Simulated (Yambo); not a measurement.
K$_{3}$RhF$_{6}$ (space group Fm-3m, No. 225), G0W0@PBEsol in Yambo with this input:

```
rim_cut
gw0
dyson
el_el_corr
HF_and_locXC
ppa
em1d
RandQpts= 1000000
RandGvec= 1 Ry
EXXRLvcs= 88 Ry
VXCRLvcs= 352 Ry
Chimod= "HARTREE"
% BndsRnXp
 5 | 328 |
%
NGsBlkXp= 8 Ry
% LongDrXp
 1.0 | 1.0 | 1.0 |
%
PPAPntXp= 27.2114 eV
% GbndRnge
 1 | 328 |
%
GTermKind= "BG"
DysSolver= "n"
ExtendOut
```

On a 2×2×2 mesh, with wavefunctions cut at 88 Ry, the gap (X → X) is 5.978 eV and the valence edge shifts by -1.618 eV.

Question: What happens with this change: 1 Ry block?

Answer: The gap rises by 1.422 eV, to 7.400 eV; the shift of the valence edge becomes -2.485 eV. Neither run is shown to be the converged limit.

Spin-orbit coupling is not included.

Geometry of the Materials Project entry, not relaxed at this level; primitive cell a = b = c = 6.237 Å, α = β = γ = 60.00°.

The structure is a Materials Project entry; no match was found in the copy of COD used, and its stability was not checked.

A shift is the quasiparticle energy of the state minus its PBEsol energy.
